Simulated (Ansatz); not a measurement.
## Cu$_{3}$Pd (Pm-3m): electronic heat capacity and spin susceptibility from the density of states

Computed with Ansatz 0.2.0, DFT PBEsol, scalar-relativistic, plane waves, PAW.

Cutoff 420 eV; k points 12×12×12 on the computed 4-atom cell (Γ-centred); Gaussian smearing, width 0.10 eV; no spin polarisation.

Relaxed cell: Pm-3m, a = 3.654 Å, b = 3.654 Å, c = 3.654 Å, α = 90.00°, β = 90.00°, γ = 90.00°, 4 atoms in the primitive cell. Whether it is the stable form of this composition wasn't checked.

The density of states at the Fermi level is 1.739 states/eV in the cell of 4 atoms (1 formula unit; both spins, tetrahedra on a 18×18×18 mesh). Averaged over bins of 0.1 eV the density runs from 1.2 to 1.8 states/eV within 0.2 eV of the Fermi level, so the figure hangs on the exact place of that level.

Task: What Sommerfeld coefficient and Pauli susceptibility does this give?

Result: Per formula unit N(E_F) = 1.739 states/eV. γ = (π²/3) k_B² N(E_F) N_A = 2.357 mJ/(mol K²) per state/eV, so γ = 4.1 mJ/(mol K²), a mole of formula units. χ_P = μ_B² N(E_F) N_A = 3.23×10⁻⁵ emu/mol per state/eV gives 5.6×10⁻⁵ emu/mol. This is the bare band result: a measured γ of the same phase is as a rule larger by a factor 1 + λ from phonons and spin fluctuations, the spin part of χ is larger by the Stoner factor, and a measured χ also holds orbital and core terms. N(E_F) at one energy is sensitive to the mesh where the density of states has sharp peaks.

Cost: 1 run of about 1.1 core-minutes, on Arm Neoverse V1 (shared hosts).